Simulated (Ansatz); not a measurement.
The start is a generated cell, Zn3P2 built in the bixbyite structure type. Cell shape, volume and atoms are optimised at zero target pressure with PBEsol (plane waves to 420 eV, PAW, scalar-relativistic; Ansatz, a program for electronic structure). The first steps use a coarse 3×3×3 k-mesh.

Starting cell:
```yaml
crystal:
  lattice:
    - [-5.64042, 5.64042, 5.64042]
    - [5.64042, -5.64042, 5.64042]
    - [5.64042, 5.64042, -5.64042]
  atoms:
    - { symbol: P, position: [0.50000, 0.50000, 0.50000] }
    - { symbol: P, position: [0.50000, 0.00000, 0.00000] }
    - { symbol: P, position: [0.00000, 0.00000, 0.50000] }
    - { symbol: P, position: [0.00000, 0.50000, 0.00000] }
    - { symbol: P, position: [0.25000, 0.71650, 0.46650] }
    - { symbol: P, position: [0.75000, 0.78350, 0.03350] }
    - { symbol: P, position: [0.46650, 0.25000, 0.71650] }
    - { symbol: P, position: [0.03350, 0.75000, 0.78350] }
    - { symbol: P, position: [0.71650, 0.46650, 0.25000] }
    - { symbol: P, position: [0.78350, 0.03350, 0.75000] }
    - { symbol: P, position: [0.75000, 0.28350, 0.53350] }
    - { symbol: P, position: [0.25000, 0.21650, 0.96650] }
    - { symbol: P, position: [0.53350, 0.75000, 0.28350] }
    - { symbol: P, position: [0.96650, 0.25000, 0.21650] }
    - { symbol: P, position: [0.28350, 0.53350, 0.75000] }
    - { symbol: P, position: [0.21650, 0.96650, 0.25000] }
    - { symbol: Zn, position: [0.53610, 0.77370, 0.54340] }
    - { symbol: Zn, position: [0.73030, 0.99270, 0.95660] }
    - { symbol: Zn, position: [0.76970, 0.72630, 0.26240] }
    - { symbol: Zn, position: [0.96390, 0.50730, 0.23760] }
    - { symbol: Zn, position: [0.54340, 0.53610, 0.77370] }
    - { symbol: Zn, position: [0.95660, 0.73030, 0.99270] }
    - { symbol: Zn, position: [0.26240, 0.76970, 0.72630] }
    - { symbol: Zn, position: [0.23760, 0.96390, 0.50730] }
    - { symbol: Zn, position: [0.77370, 0.54340, 0.53610] }
    - { symbol: Zn, position: [0.99270, 0.95660, 0.73030] }
    - { symbol: Zn, position: [0.72630, 0.26240, 0.76970] }
    - { symbol: Zn, position: [0.50730, 0.23760, 0.96390] }
    - { symbol: Zn, position: [0.46390, 0.22630, 0.45660] }
    - { symbol: Zn, position: [0.26970, 0.00730, 0.04340] }
    - { symbol: Zn, position: [0.23030, 0.27370, 0.73760] }
    - { symbol: Zn, position: [0.03610, 0.49270, 0.76240] }
    - { symbol: Zn, position: [0.45660, 0.46390, 0.22630] }
    - { symbol: Zn, position: [0.04340, 0.26970, 0.00730] }
    - { symbol: Zn, position: [0.73760, 0.23030, 0.27370] }
    - { symbol: Zn, position: [0.76240, 0.03610, 0.49270] }
    - { symbol: Zn, position: [0.22630, 0.45660, 0.46390] }
    - { symbol: Zn, position: [0.00730, 0.04340, 0.26970] }
    - { symbol: Zn, position: [0.27370, 0.73760, 0.23030] }
    - { symbol: Zn, position: [0.49270, 0.76240, 0.03610] }
```

| Property | Value |
|---|---|
| Largest initial force | 0.91 eV/Å, on P5, P6, P7, P8, P9, P10, P11, P12 and others (atoms numbered as listed) |
| Outcome | The space group stays Ia-3 (No. 206) (the run could not lower it); the end is anti-bixbyite type, with 40 atoms in the primitive cell |
| Energy released | 0.05 eV/atom |
| Band gap at the end | 0.22 eV, direct at Γ (no spin-orbit coupling) |
| Optimiser moves | 5 |

Final values are on a 4×4×4 k-mesh of the relaxed cell. No spin polarisation in the result.

The run could not lose the symmetry of its start.

The first start was generated by placing the elements on the sites of a structure type. Materials Project lists a structure of Zn3P2 in the same space group, Ia-3 (No. 206); the sites were not compared with it, nor with measured phases.
